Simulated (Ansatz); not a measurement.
CsH:
```xyz
2
Lattice="0.0000 3.1905 3.1905 3.1905 0.0000 3.1905 3.1905 3.1905 0.0000" Properties=species:S:1:pos:R:3 pbc="T T T"
Cs     0.0000     0.0000     0.0000
H      3.1905     3.1905     3.1905
```

x, y and z are the axes in which the lattice vectors are written.

Task: Give the high-frequency dielectric tensor and the Born effective charge tensors of the independent atoms from DFPT, DFT-r²SCAN in the program Ansatz with PAW potentials.

Result: 
ε∞:
```
2.86  0.00  0.00
0.00  2.86  0.00
0.00  0.00  2.86
```
Z* of atom 1 (Cs), rows: field, columns: displacement, in e:
```
1.11  0.00  0.00
0.00  1.11  0.00
0.00  0.00  1.11
```
Z* of atom 2 (H), rows: field, columns: displacement, in e:
```
-1.11   0.00   0.00
 0.00  -1.11   0.00
 0.00   0.00  -1.11
```

Static charges for comparison (Bader): Cs1 +0.77, H2 -0.77 e. Born charges measure polarisation by displacement and can exceed these by far.

Space group Fm-3m (rock salt). The workflow started from a Materials Project entry (that database holds measured and hypothetical structures alike); the Crystallography Open Database files this formula in space group No. 225, but the cells were not matched. Its standing as an ambient phase is unchecked. Symmetry was held in the r²SCAN relaxation; phonons on a q-mesh show no instability. Spin–orbit coupling is left out wherever it is not named.

Potentials: the later of the program's two PAW sets.
